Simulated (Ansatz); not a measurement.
Cs: distorted cells

Level of theory: DFT PBEsol, scalar-relativistic, plane waves, PAW (Ansatz).

Settings: cutoff 420 eV, Γ-centred mesh 12×12×12 on the computed 1-atom cell, Gaussian smearing of 0.10 eV; no spin polarisation.

Reference cell:

```yaml
crystal:
  lattice:
    - [-2.75008, 2.75008, 4.09724]
    - [2.75008, -2.75008, 4.09724]
    - [2.75008, 2.75008, -4.09724]
  atoms:
    - { symbol: Cs, position: [0.00000, 0.00000, 0.00000] }
```

Each variant moves atoms of this cell by the vectors given, if any (Å), and then applies a symmetric strain (tensor components, Cartesian axes). The reference cell isn't relaxed at this level. Energies are per atom at zero smearing, counted from the lowest variant. Pressure is positive in compression.

1. strain (xx yy zz yz xz xy, %) -1.18 -1.18 4.82 0.00 0.00 0.00
2. strain (xx yy zz yz xz xy, %) -2.73 -2.73 6.27 0.00 0.00 0.00
3. strain (xx yy zz yz xz xy, %) 7.17 7.17 -1.83 0.00 0.00 0.00

```tsv
result	ΔE (meV/atom)	P (GPa)
A	23.1	-0.33
B	1.6	-0.24
C	0.0	-0.22
```

(1) Which variant gave which result?

Answers

(1) A is 3, B is 1, C is 2. The pressure falls as the cell grows: from the smallest volume to the largest the variants are 2, 1, 3.

This form isn't the element's structure at ambient conditions.